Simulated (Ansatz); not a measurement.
The start is a generated trial cell of HfN in the CsCl structure type. A full variable-cell relaxation at zero pressure is run with r2SCAN (plane waves to 500 eV, PAW, scalar-relativistic; Ansatz, a program for electronic structure). The first steps use a coarse 7×7×7 k-mesh.

Starting cell:
```yaml
crystal:
  lattice:
    - [3.10559, 0.00000, 0.00000]
    - [0.00000, 3.10559, 0.00000]
    - [0.00000, 0.00000, 3.10559]
  atoms:
    - { symbol: Hf, position: [0.00000, 0.00000, 0.00000] }
    - { symbol: N, position: [0.50000, 0.50000, 0.50000] }
```

### Question
How large is the pressure on the unrelaxed cell, and of which sign?

### Answer
-40 GPa (negative: the cell is under tension).

### Question
By how much does the energy per atom fall from start to end?

### Answer
0.65 to 0.66 eV/atom (the two k-meshes of the run give this range).

### Question
How does the volume change?

### Answer
-26.3 %, from 14.98 to 11.04 Å³/atom.

### Question
Is the relaxed structure metallic? Give its gap.

### Answer
No gap (metallic).

### Question
What does it relax into? Give the structure.

### Answer

```cif
data_HfN
_chemical_formula_sum 'Hf1 N1'
_space_group_name_H-M_alt 'Pm-3m'
_space_group_IT_number 221
_space_group_name_Hall '-P 4 2 3'
_cell_length_a 2.80504
_cell_length_b 2.80504
_cell_length_c 2.80504
_cell_angle_alpha 90.000
_cell_angle_beta 90.000
_cell_angle_gamma 90.000
loop_
_atom_site_label
_atom_site_type_symbol
_atom_site_symmetry_multiplicity
_atom_site_Wyckoff_symbol
_atom_site_fract_x
_atom_site_fract_y
_atom_site_fract_z
_atom_site_occupancy
Hf1 Hf 1 a 0.00000 0.00000 0.00000 1
N1 N 1 b 0.50000 0.50000 0.50000 1
```

The space group stays Pm-3m (No. 221) (the run could not lower it); the end is CsCl type, with 2 atoms in the primitive cell. Final values are on a 16×16×16 k-mesh of the relaxed cell. No spin polarisation in the result. The relaxed primitive cell holds an odd number of electrons. A magnetic state may lie lower.

The run could not lose the symmetry of its start, so the end can be a saddle point.

All atoms sit on sites fixed by symmetry, so only the cell could relax.

The relaxed structure here is a generated cell of HfN: the first start was made by placing the elements on the sites of a structure type, and the end was not matched to a known phase here, so it may be hypothetical. Known forms of HfN include space group No. 225.
